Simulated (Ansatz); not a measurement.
Mg (hcp (Mg type), space group No. 194) at seven volumes, the program Ansatz at the PBE+D3(BJ) level (PAW), shape and atoms relaxed at each. One row is withheld.

```tsv
V (Å³/atom)	P (GPa)
19.750	?
20.401	2.79
21.052	1.29
21.703	0.00
22.354	-1.11
23.005	-2.07
23.656	-2.89
```

**Question.** Fit the shown pressures and predict the withheld one.

**Answer.** P = (3/2)B₀(x^(7/2) − x^(5/2))[1 + (3/4)(B′ − 4)(x − 1)] with x = (V₀/V)^(2/3). Least squares on the six rows gives V₀ = 21.703 Å³/atom, B₀ = 39.9 GPa, B′ = 4.00. At V = 19.750, x = 1.0649 and P = 4.54 GPa. The run itself gave 4.53 GPa.

Space group P6_3/mmc (hcp (Mg type)). Symmetry was held in the PBE+D3(BJ) relaxation. The pairwise dispersion correction was not fitted to metals.

Potentials: the later of the program's two PAW sets.
